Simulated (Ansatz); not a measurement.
Structure relaxation, AlRu

The start is a generated trial cell of AlRu in the AFLOW prototype AB_hP12_194_af_bf (as in MoC). A full variable-cell relaxation at zero pressure is run with PBEsol (plane waves to 420 eV, PAW, scalar-relativistic; Ansatz, a quantum-chemistry and plane-wave program). The first steps use a coarse 9×9×2 k-mesh.

The start:
```yaml
crystal:
  lattice:
    - [3.28849, 0.00000, 0.00000]
    - [-1.64424, 2.84791, 0.00000]
    - [0.00000, 0.00000, 15.96173]
  atoms:
    - { symbol: Al, position: [0.00000, 0.00000, 0.25000] }
    - { symbol: Al, position: [0.00000, 0.00000, 0.75000] }
    - { symbol: Al, position: [0.33333, 0.66667, 0.58300] }
    - { symbol: Al, position: [0.66667, 0.33333, 0.08300] }
    - { symbol: Al, position: [0.66667, 0.33333, 0.41700] }
    - { symbol: Al, position: [0.33333, 0.66667, 0.91700] }
    - { symbol: Ru, position: [0.00000, 0.00000, 0.00000] }
    - { symbol: Ru, position: [0.00000, 0.00000, 0.50000] }
    - { symbol: Ru, position: [0.33333, 0.66667, 0.16600] }
    - { symbol: Ru, position: [0.66667, 0.33333, 0.66600] }
    - { symbol: Ru, position: [0.66667, 0.33333, 0.83400] }
    - { symbol: Ru, position: [0.33333, 0.66667, 0.33400] }
```

Problem. How large is the pressure on the unrelaxed cell, and of which sign?

Solution. +45 GPa (positive: the cell is compressed).

Problem. How do the shortest distances between atoms change?

Solution. The closest pairs of elements (up to four, under 3.6 Å), start → end: Al–Ru 2.32 → 2.54 Å; Ru–Ru 2.68 → 2.84 Å; Al–Al 3.26 → 2.84 Å.

Problem. Is the relaxed structure metallic? Give its gap.

Solution. No gap (metallic).

Problem. Give the final cell and atomic positions.

Solution. 
```cif
data_Al6Ru6
_chemical_formula_sum 'Al6 Ru6'
_space_group_name_H-M_alt 'P63/mmc'
_space_group_IT_number 194
_space_group_name_Hall '-P 6c 2c'
_cell_length_a 2.84076
_cell_length_b 2.84076
_cell_length_c 23.61011
_cell_angle_alpha 90.000
_cell_angle_beta 90.000
_cell_angle_gamma 120.000
loop_
_atom_site_label
_atom_site_type_symbol
_atom_site_symmetry_multiplicity
_atom_site_Wyckoff_symbol
_atom_site_fract_x
_atom_site_fract_y
_atom_site_fract_z
_atom_site_occupancy
Al1 Al 2 b 0.00000 0.00000 0.25000 1
Al2 Al 4 f 0.66667 0.33333 0.08411 1
Ru1 Ru 2 a 0.00000 0.00000 0.00000 1
Ru2 Ru 4 f 0.33333 0.66667 0.16762 1
```

The space group stays P6₃/mmc (No. 194) (the run could not lower it), with 12 atoms in the primitive cell. Final values are on a 15×15×2 k-mesh of the relaxed cell. No spin polarisation in the result.

The run could not lose the symmetry of its start, so the end can be a saddle point.

The relaxed structure here is a generated cell of AlRu: the first start was made by placing the elements on the sites of a structure type, and the end was not matched to a known phase here, so it may be hypothetical.
